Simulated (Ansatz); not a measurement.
**ScPd: stiffness from a series of strains**

```xyz
2
Lattice="3.2830 0.0000 0.0000 0.0000 3.2830 0.0000 0.0000 0.0000 3.2830" Properties=species:S:1:pos:R:3 pbc="T T T"
Sc    1.6415    1.6415    1.6415
Pd    0.0000    0.0000    0.0000
```

Atoms are numbered in the order listed.

The conventional cell has a = 3.283 Å, b = 3.283 Å, c = 3.283 Å, α = 90.00°, β = 90.00°, γ = 90.00°. Around Sc (atom 1) lie 8 Pd at 2.84 Å. Pd (atom 2) has 8 Sc at 2.84 Å as nearest neighbours.

The cell is COD entry 1523179, as deposited and not checked against the literature; nothing was relaxed.

Spin polarisation is left out, and whether a magnetic state lies lower isn't shown here.

Method: DFT, PBEsol, all-electron LAPW, scalar-relativistic in Ansatz 0.2.0.

Numerical set-up: a Γ-centred 12×12×12 k mesh, Fermi–Dirac smearing of 0.05 eV, basis error target 0.25 meV/atom, no spin polarisation.

The strain is applied along the Cartesian axes of the cell as listed (the other components stay zero). Fractional coordinates are held (clamped ions).

σ is the change of stress from the unstrained cell, which is at -1.67 GPa; tension is positive, so slopes are stress–strain coefficients at that pressure. In a metal the k mesh adds noise.

Only quantities that a quadratic follows smoothly over the whole series are listed; rougher ones are left out.

```
    εzz  σzz (GPa)  σxx (GPa)
-0.0200      -3.13      -2.09
 0.0000       0.00       0.00
 0.0100       1.61       0.90
 0.0200       3.16       1.75
```

Q: Fit the series and read off the stiffness at zero strain.

A: Least-squares fits y = p0 + p1 x + p2 x² to the rows give σzz (GPa): p1 = 157, p2 = 6.8; σxx (GPa): p1 = 95.9, p2 = -410. So C11 = 157 GPa and C12 = 96 GPa, which gives B = (C11 + 2 C12)/3 = 116 GPa.

Q: One run, at εzz = -0.0100, is withheld. Predict its row.

A: The fits give -1.56, -1.01; the run gave -1.62, -0.99.
